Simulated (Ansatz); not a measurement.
# Structure types of Ti compared at 0.59 GPa

Structure types of Ti are relaxed in primitive cells with their symmetry kept at 0.59 GPa, first on PAW files, then by LAPW. The enthalpy is E + pV at zero temperature, without zero-point motion. Only the types listed were tried, and differences under about 5 meV/atom are mesh noise. The real phase may be another.

Computed with Ansatz 0.2.0; functional PBEsol, scalar-relativistic. Settings: Fermi–Dirac smearing of 0.08 eV, no spin polarisation. Methods: LAPW: all electrons, basis error target 0.5 meV/atom; PAW: frozen-core files, cutoff 420 eV.

k meshes: fcc 16×16×16, bcc 17×17×17, hcp 15×15×8, omega 8×8×11, simple hexagonal 16×16×15, sc 15×15×15.

The PAW files were made under PBE.

| start type | ends as | a, b, c (Å) | V (Å³/atom) | H − H(lowest), LAPW (meV/atom) |
| --- | --- | --- | --- | --- |
| fcc | fcc, Fm-3m | 4.051, 4.051, 4.051 | 16.62 | 71.4 |
| bcc | bcc, Im-3m | 3.207, 3.207, 3.207 | 16.49 | 118.5 |
| hcp | hcp, P6_3/mmc | 2.897, 2.897, 4.583 | 16.65 | ? |
| omega | omega, P6/mmm | 4.507, 4.507, 2.795 | 16.39 | 0.0 |
| simple hexagonal | simple hexagonal, P6/mmm | 2.688, 2.688, 2.687 | 16.81 | ? |
| sc | sc, Pm-3m | 2.589, 2.589, 2.589 | 17.36 | 860.2 |

**Question.** Give the missing entry: row "hcp", column "H − H(lowest), LAPW (meV/atom)".

**Answer.** 15.7.

**Question.** Give the missing entry: row "simple hexagonal", column "H − H(lowest), LAPW (meV/atom)".

**Answer.** 369.2.
